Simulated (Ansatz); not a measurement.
Method: PBE, no spin polarisation; PAW, plane waves to 420 eV, 10×10×4 Γ-centred mesh, fermi-dirac occupations (width 0.0152 eV) (Ansatz 0.2.0), atoms fixed.

Computed maps in the lattice plane spanned by a (left to right, 3.22 Å, 10 points from zero) and b (bottom to top, 3.22 Å, 10 points from zero), 90° apart, at height 0.000 along c. The fields are smooth PAW ones with compensation charges, not the true ones near nuclei.

Valence density. Digits on a logarithmic scale: 0 up to 0.03 e/Å³, each further digit a factor of 1.6, 9 from 1.3 e/Å³ up:
```
4566666665
6677666776
6677666776
6666545666
5666424666
6666545666
6677666776
6677666776
4566666665
2466656664
```

ELF. Ten even steps from '0' (0.17) to '9' (0.75):
```
0168535861
3699868996
6899636998
3586101685
2363060363
3586101685
6899636998
3699868996
0168535861
6036323630
```

Question: The cell is ZrSiF. Which atoms lie within 0.2 Å of this plane, and where (fractions of a and b)?

Answer: Si at (0.00, 0.00), Si at (0.50, 0.50). The whole cell:
```
CELL_PARAMETERS angstrom
3.21875 0.00000 0.00000
0.00000 3.21875 0.00000
0.00000 0.00000 8.28140
ATOMIC_POSITIONS crystal
Si 0.00000 0.00000 0.00000
Si 0.50000 0.50000 0.00000
Zr 0.00000 0.50000 0.22500
Zr 0.50000 0.00000 0.77500
F 0.00000 0.50000 0.63600
F 0.50000 0.00000 0.36400
```

Origin: a known structure type with other elements, at an estimated volume, so it need not be a known compound. Caveats: many states at the Fermi level without spin polarisation, so a magnetic state may lie lower; atoms or cell far from equilibrium.
